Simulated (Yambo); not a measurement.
Yambo run on KIO$_{3}$ (space group R3c, No. 161). The wavefunctions come from this Quantum ESPRESSO step (PBEsol, PseudoDojo standard norm-conserving files, scalar-relativistic):

```
&CONTROL
  calculation = 'nscf'
  pseudo_dir = './pseudo'
  outdir = './out'
/
&SYSTEM
  ibrav = 0
  nat = 10
  ntyp = 3
  ecutwfc = 84.0
  ecutrho = 336.0
  occupations = 'fixed'
  force_symmorphic = .true.
  nbnd = 327
/
&ELECTRONS
  conv_thr = 1e-08
  diago_full_acc = .true.
  diago_thr_init = 1e-08
/
ATOMIC_SPECIES
O 15.9990 O.upf
K 39.0983 K.upf
I 126.9045 I.upf
CELL_PARAMETERS angstrom
  3.140575116000   1.813211889000   5.136470000000
 -3.140575116000   1.813211889000   5.136470000000
  0.000000000000  -3.626423777000   5.136470000000
ATOMIC_POSITIONS crystal
O   0.146570000000   0.259940000000   0.772810000000
O   0.259940000000   0.772810000000   0.146570000000
O   0.772810000000   0.146570000000   0.259940000000
O   0.272810000000   0.759940000000   0.646570000000
O   0.646570000000   0.272810000000   0.759940000000
O   0.759940000000   0.646570000000   0.272810000000
K   0.754210000000   0.754210000000   0.754210000000
K   0.254210000000   0.254210000000   0.254210000000
I   0.004093000000   0.004093000000   0.004093000000
I   0.504093000000   0.504093000000   0.504093000000
K_POINTS automatic
2 2 2 0 0 0
```

Yambo input:

```
rim_cut
gw0
dyson
el_el_corr
HF_and_locXC
ppa
em1d
RandQpts= 1000000
RandGvec= 1 Ry
EXXRLvcs= 84 Ry
VXCRLvcs= 336 Ry
Chimod= "HARTREE"
% BndsRnXp
 1 | 326 |
%
NGsBlkXp= 8 Ry
% LongDrXp
 1.0 | 1.0 | 1.0 |
%
PPAPntXp= 27.2114 eV
% GbndRnge
 1 | 326 |
%
GTermKind= "BG"
DysSolver= "n"
ExtendOut
% QPkrange
 1 | 1 | 34 | 35 |
 2 | 2 | 34 | 35 |
 3 | 3 | 34 | 35 |
 4 | 4 | 34 | 35 |
%
```

k points by index: 1 = Γ, 2 = L, 3 = F, 4 = Z.

Resulting energies as the program prints them:

```
#    K-point    Band    Eo [eV]    E [eV]    E-Eo [eV]    Vxc [eV]    Vnlxc [eV]    Sc|Eo [eV]    Sc|E [eV]    dSc/dw|Eo [eV]    Re(Z)    Im(Z)
#
    1    34    0.000000    -0.846197    -0.846197    -17.14922    -20.68529    2.471887    2.689872    -7.009022    0.795178    -0.001252
    1    35    2.856598    3.726217    0.869619    -13.71771    -9.913698    -2.741865    -2.934396    -6.024018    0.818745    -0.001129
    2    34    -0.609573    -1.438186    -0.828613    -18.64955    -23.43853    3.724471    3.960360    -7.745339    0.778428    -0.001382
    2    35    4.669779    5.724553    1.054774    -14.80053    -10.27609    -3.222151    -3.469665    -6.384872    0.809951    -0.001180
    3    34    -0.490213    -1.323693    -0.833480    -17.60857    -21.43105    2.767829    2.989007    -7.220104    0.790303    -0.001292
    3    35    3.384519    4.318253    0.933734    -14.35522    -10.43678    -2.771910    -2.984703    -6.200829    0.814413    -0.001156
    4    34    -0.587895    -1.455801    -0.867905    -18.58764    -23.51502    3.811368    4.059480    -7.777842    0.777705    -0.001389
    4    35    4.822711    5.930106    1.107395    -15.05335    -10.39046    -3.289878    -3.555494    -6.526257    0.806557    -0.001237
```
(The two width columns are left out.) Convergence of these settings isn't established.

Spin-orbit coupling is not included.

Geometry of the Materials Project entry, not relaxed at this level.

The structure is a Materials Project entry; no match was found in the copy of COD used, and its stability was not checked.
